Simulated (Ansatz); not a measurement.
Sn (diamond)

```
Sn
1.0
    0.00000     3.32768     3.32768
    3.32768     0.00000     3.32768
    3.32768     3.32768     0.00000
Sn
2
Cartesian
  1.66384   1.66384   1.66384
  0.00000   0.00000   0.00000
```

A phonon eigenvector at Γ is frozen into this cell: atom i moves by Q times the vector below, so Q is the largest atomic displacement, in Å. The cell is held. It is one choice among 3 degenerate patterns.

| atom | x | y | z |
|---|---|---|---|
| Sn1 | 0.000 | 0.000 | -1.000 |
| Sn2 | 0.000 | 0.000 | 1.000 |

The numbers are results of PBE (plane waves to 420 eV, PAW, scalar-relativistic; Ansatz, an electronic-structure program), not measurements. k mesh 12×12×12 (Γ-centred), Fermi-Dirac smearing 0.05 eV. The energy includes the smearing's −TS. With partly filled bands, energies and forces of such displacements shift with the k mesh and the smearing. Sn was relaxed with its symmetry unable to fall. The relaxed volume of Sn is well above the measured one; the method has no dispersion term. ΔE is measured from the undisplaced structure. The last digit holds for this mesh only.

```json
[
 {"Q (Å)": "-0.1000", "ΔE (meV/cell)": "withheld"},
 {"Q (Å)": "-0.0833", "ΔE (meV/cell)": "91.5"},
 {"Q (Å)": "-0.0667", "ΔE (meV/cell)": "58.4"},
 {"Q (Å)": "-0.0500", "ΔE (meV/cell)": "32.6"},
 {"Q (Å)": "-0.0333", "ΔE (meV/cell)": "14.3"},
 {"Q (Å)": "-0.0167", "ΔE (meV/cell)": "3.5"},
 {"Q (Å)": "0.0000", "ΔE (meV/cell)": "0.0"},
 {"Q (Å)": "0.0167", "ΔE (meV/cell)": "3.5"},
 {"Q (Å)": "0.0333", "ΔE (meV/cell)": "14.3"},
 {"Q (Å)": "0.0500", "ΔE (meV/cell)": "32.6"},
 {"Q (Å)": "0.0667", "ΔE (meV/cell)": "58.4"},
 {"Q (Å)": "0.0833", "ΔE (meV/cell)": "91.5"},
 {"Q (Å)": "0.1000", "ΔE (meV/cell)": "withheld"}
]
```

### Question
Fit an even polynomial form (powers 2, 4) to the given rows and predict ΔE at Q = 0.1000.

### Answer
Least squares on the 11 given rows: ΔE = (12960)·Q² + (33720)·Q⁴, in meV/cell with Q in Å; root-mean-square residual 0.08 meV/cell. At 0.1000 the fit gives 133.0 meV/cell; the calculation gives 131.9 meV/cell, so the extrapolation is off by 1.1 (+0.8 %). The quadratic term alone would give 129.6 meV/cell.

(For displaced atoms, the force is minus the slope of the energy, and its curvature is a force constant, which sets phonon frequencies.)
